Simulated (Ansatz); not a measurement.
Where the states of I lie

```yaml
crystal:
  lattice:
    - [3.62750, -2.39750, 0.00000]
    - [3.62750, 2.39750, 0.00000]
    - [0.00000, 0.00000, 9.78000]
  atoms:
    - { symbol: I, position: [0.85000, 0.15000, 0.11700] }
    - { symbol: I, position: [0.65000, 0.35000, 0.61700] }
    - { symbol: I, position: [0.15000, 0.85000, 0.88300] }
    - { symbol: I, position: [0.35000, 0.65000, 0.38300] }
```

The cell is COD entry 1010091, as deposited and not checked against the literature; nothing was relaxed. It is an old determination, and later ones may differ.

No spin–orbit coupling, which matters for the heavy atoms here.

Method: Ansatz 0.2.0, DFT, PBE, all-electron LAPW, scalar-relativistic.

Sampling and basis: a Γ-centred 6×6×3 k mesh, Fermi–Dirac smearing of 0.03 eV, basis error target 0.5 meV/atom, no spin polarisation.

States per eV and cell, averaged over 0.4 eV, from -4.6 to 5.6 eV, with energies (bin centres) from the valence-band top; empty bins are left out. The partial columns, the largest 2 alone, are projections on Löwdin-orthogonalised atomic shells (those that the program's projection atoms carry: the occupied ones and, for some elements, an empty d or f shell; other empty shells have no column), summed over atoms of an element. Weights on diffuse s and p shells depend on that basis and aren't pure angular character.

```json
{"E (eV)": "-4.5", "total": "2.96", "I 5p": "2.85", "I 5s": "0.08"}
{"E (eV)": "-4.1", "total": "4.49", "I 5p": "4.27", "I 5s": "0.19"}
{"E (eV)": "-3.7", "total": "2.25", "I 5p": "2.09", "I 5s": "0.14"}
{"E (eV)": "-3.3", "total": "1.05", "I 5p": "1.01", "I 5s": "0.03"}
{"E (eV)": "-2.9", "total": "4.24", "I 5p": "4.15", "I 5s": "0.07"}
{"E (eV)": "-2.5", "total": "3.85", "I 5p": "3.75", "I 5s": "0.07"}
{"E (eV)": "-2.1", "total": "4.81", "I 5p": "4.72", "I 5s": "0.05"}
{"E (eV)": "-1.7", "total": "5.26", "I 5p": "5.17", "I 5s": "0.04"}
{"E (eV)": "-1.3", "total": "3.86", "I 5p": "3.79", "I 5s": "0.03"}
{"E (eV)": "-0.9", "total": "6.09", "I 5p": "5.97", "I 5s": "0.07"}
{"E (eV)": "-0.5", "total": "6.49", "I 5p": "6.40", "I 5s": "0.04"}
{"E (eV)": "-0.1", "total": "4.65", "I 5p": "4.61", "I 5s": "0.02"}
{"E (eV)": "1.1", "total": "0.13", "I 5p": "0.12", "I 5s": "0.01"}
{"E (eV)": "1.5", "total": "3.79", "I 5p": "3.55", "I 5s": "0.14"}
{"E (eV)": "1.9", "total": "5.81", "I 5p": "5.52", "I 5s": "0.12"}
{"E (eV)": "2.3", "total": "0.27", "I 5p": "0.26", "I 5s": "0.00"}
{"E (eV)": "5.1", "total": "0.01", "I 5p": "0.00", "I 5s": "0.00"}
{"E (eV)": "5.5", "total": "0.65", "I 5p": "0.01", "I 5s": "0.00"}
```

(1) Which of the resolved shells contributes most in the top eV of the valence band?

## Answers

(1) I 5p, with 98 % of all states there; I 5s follows with 1 %.
